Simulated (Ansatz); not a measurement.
InP (NiAs type, P6_3/mmc) under volume change, r²SCAN in the plane-wave PAW code Ansatz, shape and atoms relaxed at each volume.

| V (Å³/atom) | E − E(relaxed) (meV/atom) | P (GPa) |
|---|---|---|
| 19.186 | 52.5 | 9.70 |
| 19.818 | 22.0 | 5.90 |
| 20.451 | 5.2 | 2.70 |
| 21.083 | 0.0 | 0.00 |
| 21.716 | 4.6 | -2.26 |
| 22.348 | 17.4 | -4.16 |
| 22.981 | 37.0 | -5.74 |

Question: What does a third-order Birch–Murnaghan fit give for V₀, B₀ and B′?

Answer: V₀ = 21.08 Å³/atom, B₀ = 82.0 GPa, B′ = 4.8.

The start of the workflow was typed in or built on a structure type; neither database checked (COD, Materials Project) lists it. It is not the phase usual at ambient conditions (space group No. 216). The r²SCAN relaxation kept the symmetry of its start; its stability against distortions is not shown here.

Potentials: the earlier of the program's two PAW sets.
